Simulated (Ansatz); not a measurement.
PbS:
Space group P6₃/mmc (No. 194); a = b = 4.068 Å, c = 7.270 Å, α = β = 90.00°, γ = 120.00°

| atom | site | symmetry | x | y | z |
|---|---|---|---|---|---|
| Pb | 2a | -3m. | 0.0000 | 0.0000 | 0.0000 |
| S | 2c | -6m2 | 0.3333 | 0.6667 | 0.2500 |

Relaxed with PBEsol. PBEsol in the plane-wave PAW code Ansatz gives no gap.

Task: What gap does HSE06 give on the same cell (Ansatz, PAW)?

Result: 0.17 eV. The hybrid was solved on a coarser mesh and at special points; its gap is the smallest among all of these. On such a mesh it can open a false gap in a semimetal.

| k | v1 PBEsol | c1 PBEsol | v1 HSE06 | c1 HSE06 |
|---|---|---|---|---|
| Γ | -0.14 | 0.13 | … | … |
| A | -1.84 | 2.31 | … | … |
| K | -0.20 | 2.53 | … | … |
| H | -2.43 | 0.16 | … | … |
| M | -1.21 | -0.15 | -1.51 | 0.17 |
| L | -2.98 | 2.27 | -3.60 | 2.69 |

Task: Top valence (v1) and lowest conduction level (c1) in eV from each method's valence maximum (which need not be a listed point): supply the withheld HSE06 values.

Result: 
- A, v1 HSE06: -2.14
- A, c1 HSE06: 2.75
- K, v1 HSE06: -0.42
- K, c1 HSE06: 2.96
- H, v1 HSE06: -2.85
- H, c1 HSE06: 0.47
- Γ, v1 HSE06: 0.00
- Γ, c1 HSE06: 0.19

Cost on shared cores: the PBEsol run (SCF on a 12×12×6 mesh, then bands and DOS) around 60 core-seconds (rough), the HSE06 run (SCF on 6×6×3, then a few points) roughly 4 core-minutes; the tasks are unlike.

Space group P6_3/mmc (NiAs type). The start of the workflow was typed in or built on a structure type; neither database checked (COD, Materials Project) lists it. It is not the phase usual at ambient conditions (space group No. 225). The PBEsol relaxation kept the symmetry of its start; of distortions, only those at the zone centre were tested, and some modes there are weakly imaginary. Spin–orbit coupling is left out wherever it is not named.

Potentials: the later of the program's two PAW sets.
